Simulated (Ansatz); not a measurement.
## Nb: from a starting cell to a relaxed one

The start is a relaxed Nb cell displaced along its unstable phonon at q = (½, 0, 0) of its primitive reciprocal cell (102i cm⁻¹), largest move 0.15 Å. Cell shape, volume and atoms are optimised at zero target pressure with PBEsol (plane waves to 420 eV, PAW, scalar-relativistic; Ansatz, a first-principles code). The first steps use a coarse 4×8×7 k-mesh.

Initial structure:
```yaml
crystal:
  lattice:
    - [8.94620, 0.00000, 0.00000]
    - [-2.23655, 3.87382, 0.00000]
    - [0.00000, 0.00000, 4.81287]
  atoms:
    - { symbol: Nb, position: [0.00000, 0.00000, 0.27599] }
    - { symbol: Nb, position: [0.50000, 0.00000, 0.22401] }
    - { symbol: Nb, position: [0.00000, 0.00000, 0.77599] }
    - { symbol: Nb, position: [0.50000, 0.00000, 0.72401] }
    - { symbol: Nb, position: [0.16667, 0.66667, 0.21883] }
    - { symbol: Nb, position: [0.66667, 0.66667, 0.28117] }
    - { symbol: Nb, position: [0.33333, 0.33333, 0.78117] }
    - { symbol: Nb, position: [0.83333, 0.33333, 0.71883] }
```

Q: How does the volume change?

A: -16.0 %, from 20.85 to 17.50 Å³/atom.

Q: Is the parent structure recovered?

A: It does not go back: it reaches Im-3m (No. 229), bcc (W type), 1.41 eV/atom below the parent.

Q: How do the shortest distances between atoms change?

A: The closest pairs of elements (up to four, under 3.6 Å), start → end: Nb–Nb 2.41 → 2.83 Å.

Q: Is the relaxed structure metallic? Give its gap.

A: No gap (metallic).

Q: Give the final cell and atomic positions.

A: 
Space group Im-3m (No. 229); a = b = c = 3.271 Å, α = β = γ = 90.00°

| atom | site | symmetry | x | y | z |
|---|---|---|---|---|---|
| Nb | 2a | m-3m | 0.0000 | 0.0000 | 0.0000 |
(The calculation used a cell of 1 atom; values per cell refer to that cell.)

Final values are on a 20×20×20 k-mesh of the relaxed cell. The start holds a very short contact (Nb–Nb 2.41 Å). No spin polarisation in the result.

The run could not lose the symmetry of its start.

Of the parent cell (P6₃/mmc (No. 194)): it is a generated cell of Nb: the first start was made by placing the elements on the sites of a structure type, and the end was not matched to a known phase here, so it may be hypothetical. Known forms of Nb include space group No. 229.
